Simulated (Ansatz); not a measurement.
**Slab of fcc Ni (100), 5 layers**

The slab is cut from the fcc crystal, the stable phase, as relaxed on PAW files (10.39 Å³/atom), with 16 Å of vacuum and a dipole correction:

```yaml
crystal:
  lattice:
    - [2.44966, 0.00000, 0.00000]
    - [0.00000, 2.44966, 0.00000]
    - [0.00000, 0.00000, 22.92870]
  atoms:
    - { symbol: Ni, position: [0.00000, 0.00000, 0.34891] }
    - { symbol: Ni, position: [0.50000, 0.50000, 0.42445] }
    - { symbol: Ni, position: [0.00000, 0.00000, 0.50000] }
    - { symbol: Ni, position: [0.50000, 0.50000, 0.57555] }
    - { symbol: Ni, position: [0.00000, 0.00000, 0.65109] }
```

Computed with Ansatz 0.2.0; functional PBEsol, scalar-relativistic. Settings: a Γ-centred 17×17×1 k mesh, Fermi–Dirac smearing of 0.1 eV, spin-polarised from start moments Ni1 1, Ni2 1, Ni3 1, Ni4 1, Ni5 1 μB. Methods: LAPW: all electrons, basis error target 1 meV/atom; PAW: frozen-core files, cutoff 420 eV.

The bulk energy comes from a cell in the slab's orientation on a 17×17×12 mesh. The surface energy is (E(slab) − N·E(bulk))/2A at zero smearing, the mean of both faces; thin slabs carry quantum-size effects.

The magnetic state is the one reached from the start moments; other orders weren't searched. The PAW files were made under PBE.

**Question.** As cut, the LAPW slab lies 2.027 eV above 5 atoms of bulk. What surface energy is that?

**Answer.** Over two faces of 6.00 Å² it is 168.9 meV/Å², and times 16.02 J/m² per eV/Å² that gives γ = 2.706 J/m².

**Question.** What do relaxation and the other method give, and what work function comes out?

**Answer.** 

```json
{"method": "LAPW", "γ as cut (J/m²)": "2.706", "γ relaxed (J/m²)": "2.671", "Φ as cut (eV)": "5.05", "Φ relaxed (eV)": "5.05"}
{"method": "PAW", "γ as cut (J/m²)": "2.708", "γ relaxed (J/m²)": "2.673", "Φ as cut (eV)": "5.06", "Φ relaxed (eV)": "5.05"}
```

**Question.** How do the spacings between the planes relax?

**Answer.** From the bottom face up: d12 -3.5 % of 1.732 Å, d23 +0.8 % of 1.732 Å, d34 +0.8 % of 1.732 Å, d45 -3.5 % of 1.732 Å.

**Question.** How do the moments vary through the slab?

**Answer.** Ni1 0.75, Ni2 0.66, Ni3 0.66, Ni4 0.66, Ni5 0.75 μB in the LAPW spheres; the bulk has Ni 0.63 μB.

**Question.** What changes if the vacuum is set to 13 Å?

**Answer.** LAPW then gives: no gap, work function 5.05 eV; PAW: no gap, work function 5.05 eV. The program warns that the vacuum is too thin.

**Question.** What changes if the images along the normal are cut off in place of the dipole correction?

**Answer.** LAPW then gives: no gap, work function 5.05 eV; PAW: no gap, work function 5.05 eV.
